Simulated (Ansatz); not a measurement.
This Si2SnSe6 structure is the end of a relaxation. The cell was found from a structure generator's guess, not taken from experiment.

Computed with Ansatz 0.2.0, DFT PBE, scalar-relativistic, plane waves, PAW. Cutoff 420 eV, Γ-centred mesh, Gaussian smearing, no spin polarisation.

```
Si Sn Se
1.0
     0.00000    4.88241    4.88241
     4.88241    0.00000    4.88241
     4.88241    4.88241    0.00000
Si Sn Se
2 1 6
Direct
  0.75000 0.75000 0.75000
  0.25000 0.25000 0.25000
  0.00000 0.00000 0.00000
  0.50000 0.00000 0.00000
  0.00000 0.50000 0.50000
  0.00000 0.50000 0.00000
  0.50000 0.00000 0.50000
  0.00000 0.00000 0.50000
  0.50000 0.50000 0.00000
```

Energies over the elements count from the elements' standard structures at the same level, with no fitted energy shifts. The references include grey tin.

Task: Find its symmetry and describe it.

Result: Fm-3m (No. 225). Conventional cell: a = 9.765 Å. Si has 6 Se at 2.44 Å; around Sn lie 12 Se at 3.45 Å; around Se lie 2 Si at 2.44 Å, 2 Sn at 3.45 Å and 8 Se at 3.45 Å.

Task: What is its formation energy per atom?

Result: +0.21 eV/atom. The separate elements lie lower, so it is unstable against them.

Task: Is it a metal?

Result: Yes, bands cross the Fermi level on the 8×8×8 mesh.

Task: From what recipe could a structure generator have reached it?

Result: One such recipe: ordered vacancies on the A sites of perovskite (Fm-3m, No. 225). Other recipes can lead to the same cell.

The last run used an 8×8×8 mesh for its 9-atom cell and Gaussian smearing of 0.10 eV. The reference form of Se is held partly by dispersion forces, which this level lacks. A structure relaxed within its symmetry needn't be a true minimum.
